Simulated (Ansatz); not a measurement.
ZrGeS:
```xyz
6
Lattice="3.6403 0.0000 0.0000 0.0000 3.6403 0.0000 0.0000 0.0000 8.0635" Properties=species:S:1:pos:R:3 pbc="T T T"
Zr     0.0000     1.8201     5.8483
Zr     1.8201     0.0000     2.2152
Ge     1.8201     1.8201     0.0000
Ge     0.0000     0.0000     0.0000
S      0.0000     1.8201     3.0513
S      1.8201     0.0000     5.0122
```

Relaxed with r²SCAN.

**Question.** Give the Bader charges and basin volumes of the independent atoms, plane-wave PAW r²SCAN (Ansatz code).

**Answer.** 

```
atom  Bader charge (e)  Bader volume (Å³)
----  ----------------  -----------------
Zr1              +1.83               13.2
Ge3              -0.60               18.6
S5               -1.23               21.6
```

Space group P4/nmm. The workflow started from a Materials Project entry (that database holds measured and hypothetical structures alike); the Crystallography Open Database files this formula in space group No. 129, but the cells were not matched. Its standing as an ambient phase is unchecked. The cell was relaxed with r²SCAN under the symmetry of its start; its stability against distortions is not shown here. The run is not spin-polarised.

Potentials: the later of the program's two PAW sets.
